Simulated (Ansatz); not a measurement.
# Is this Ca3TiN3 structure a true minimum?

It was reached by relaxing an invented guess, and it needn't be the stable form of this composition.

Theory: DFT PBE, scalar-relativistic, plane waves, PAW in Ansatz 0.2.0. Plane waves to 420 eV, a k mesh through Γ of 6×6×6 on the computed 14-atom cell and Gaussian smearing (0.10 eV); collinear spin from starting moments 0.0 0.0 0.0 0.0 0.0 0.0 0.1 0.1 0.0 0.0 0.0 0.0 0.0 0.0 μB.

The cell below (14 atoms, space group Cmcm (No. 63)) is relaxed within its symmetry.

```xyz
14
Lattice="4.4226 -5.2877 0.0000 4.4226 5.2877 0.0000 0.0000 0.0000 5.0065" Properties=species:S:1:pos:R:3 pbc="T T T"
Ca    4.4226   -4.1938    3.7549
Ca    6.4221   -1.1994    3.7549
Ca    2.4232   -1.1994    3.7549
Ca    4.4226    4.1938    1.2516
Ca    6.4221    1.1994    1.2516
Ca    2.4232    1.1994    1.2516
Ti    4.4226    2.0256    3.7549
Ti    4.4226   -2.0256    1.2516
N     4.4226    3.9402    3.7549
N     6.1786    1.2820    3.7549
N     2.6667    1.2820    3.7549
N     4.4226   -3.9402    1.2516
N     2.6667   -1.2820    1.2516
N     6.1786   -1.2820    1.2516
```

For the test it was strained at random (σ = 1.5 % a component), the atoms were moved at random (σ = 0.10 Å), and all was relaxed again on a coarse 4×4×4 mesh (in the run’s order of axes) with 0.20 eV smearing, with no symmetry imposed.

Task: Does it come back?

Result: It returns, within 1 meV/atom of the unmoved cell on that mesh and with the same symmetry when read at 0.1 Å (P2_1/m at 0.01 Å, so small strains and shifts remain). No instability shows in this cell; modes of other wave vectors, which need another repeat, aren't tested.
